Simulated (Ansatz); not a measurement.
Theory: Ansatz, DFT PBE, scalar-relativistic, plane waves, PAW. All cells share a 420 eV cutoff and Γ-centred k meshes spaced at most about 0.3 Å⁻¹ (about 0.25 or finer for metals, 2π included). No spin polarisation in the final relaxations.

Temperature and zero-point effects are left out.

Compare these two cells of Al4Cu, each relaxed at this level.

A.

```
CELL_PARAMETERS angstrom
2.82409 0.00000 0.00000
-1.41204 2.44573 0.00000
0.00000 0.00000 22.43095
ATOMIC_POSITIONS crystal
Al 0.33333 0.66667 0.89405
Al 0.33333 0.66667 0.10595
Al 0.33333 0.66667 0.31869
Al 0.33333 0.66667 0.50000
Al 0.33333 0.66667 0.68131
Al 0.66667 0.33333 0.00000
Al 0.66667 0.33333 0.21281
Al 0.66667 0.33333 0.78719
Cu 0.66667 0.33333 0.41005
Cu 0.66667 0.33333 0.58995
```

B.

```
CELL_PARAMETERS angstrom
-1.41658 1.41658 9.55633
1.41658 -1.41658 9.55633
1.41658 1.41658 -9.55633
ATOMIC_POSITIONS crystal
Al 0.58803 0.58803 0.00000
Al 0.19607 0.19607 0.00000
Al 0.80393 0.80393 0.00000
Al 0.41197 0.41197 0.00000
Cu 0.00000 0.00000 0.00000
```

Problem. Which is lower in energy, and by how much?

Solution. B is lower, by 52 meV/atom. A has Al and Cu ordered on hcp sites, space group P-6m2 (No. 187), 15.5 Å³/atom and no gap on its mesh; B has Al and Cu ordered on fcc sites, space group I4/mmm (No. 139), 15.3 Å³/atom and no gap. In A, Al on a site of symmetry 3m is surrounded by 12 Al at 2.82–2.90 Å; Al on a second site of symmetry 3m is surrounded by 3 Cu at 2.62 Å and 9 Al at 2.82–2.88 Å; Cu has 6 Al at 2.59–2.62 Å and 6 Cu at 2.82 Å; 3 more sites not described. In B, Al on its first site has 4 Cu at 2.62 Å, 8 Al at 2.83–2.88 Å and 1 Al at 3.37 Å; Al on its second site is surrounded by 12 Al at 2.83–2.88 Å; around Cu lie 8 Al at 2.62 Å and 4 Cu at 2.83 Å. Both come from invented guesses.

Cells relaxed within their symmetry can be saddle points.
